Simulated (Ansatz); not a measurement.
## Ni (Im-3m): the held moment from field and pressure

The geometry is a structure from the Materials Project, held fixed and not relaxed.

Functional, mesh and filling: LDA, 17×17×17 k mesh, Fermi–Dirac smearing of 0.05 eV. PAW means Ansatz 0.2.0 on its default frozen-core files. Site moments are integrated in spheres about the atoms.

The run was typed so:

```yaml
crystal:
  lattice:
    - [-1.38371547, 1.38371547, 1.38371547]
    - [1.38371547, -1.38371547, 1.38371547]
    - [1.38371547, 1.38371547, -1.38371547]
  atoms:
    - { symbol: Ni, position: [0.0, 0.0, 0.0], spin: 1.5 }
magnetization:
  spin_polarized: true
kpoints:
  mp_grid: { grid: [17, 17, 17] }
scf:
  occupations: { method: fermi_dirac, width: 0.05 }
  lower_state_search: "off"
hamiltonian:
  xc: lda
  pseudopotentials: { kind: paw }
output:
  forces: true
  stress: true
  eigenvalues: true
  populations: true
  dos: { projected: true, de: 0.1, e_range: [-8, 5] }
  write_density: true
  write_potential: true
  elf: true
  volumetric_format: npy
```

Command: `ansatz run input.yaml --threads 1 --pin off --max-ram 3072MiB --backend cpu --events-out ev --progress --plain --runs-dir out`

The free run ends with 0.47 μB per cell. Further runs hold the cell's moment M by two Fermi levels; B is half their difference over μB, positive where the field raises M. Some of them:

| M (μB/cell) | B (T) | ΔF over the free run (meV/cell) | pressure (GPa) |
| --- | --- | --- | --- |
| 0.42 | -146 | 0.2 | -10.9 |
| 0.54 | 383 | 0.7 | -10.3 |
| 0.61 | 1131 | 3.6 | -9.9 |

Q: Another run of the series gave B (T) = -201, ΔF over the free run (meV/cell) = 1.9, pressure (GPa) = -11.5. Which moment was held?
A. 0.09
B. 0.38
C. 0.19
D. 0.28

A: D. M (μB/cell) = 0.28.

Q: Another run of the series gave B (T) = -30, ΔF over the free run (meV/cell) = 3.1, pressure (GPa) = -11.9. Which moment was held?
A. 0.19
B. 0.28
C. 0.09
D. 0.38

A: C. M (μB/cell) = 0.09.

The whole series:

```tsv
M (μB/cell)	B (T)	ΔF over the free run (meV/cell)	pressure (GPa)
0.09	-30	3.1	-11.9
0.19	-111	2.7	-11.7
0.28	-201	1.9	-11.5
0.38	-207	0.7	-11.1
0.42	-146	0.2	-10.9
0.54	383	0.7	-10.3
0.61	1131	3.6	-9.9
```

The PAW files were made with PBE; the program remakes their cores once for the run's functional and then keeps them frozen. The Ansatz runs typed with the search for lower states off end where their start leads. The magnetic state is the one that this cell and start allow. It needn't be the compound's measured order, which may need a larger cell or be absent.
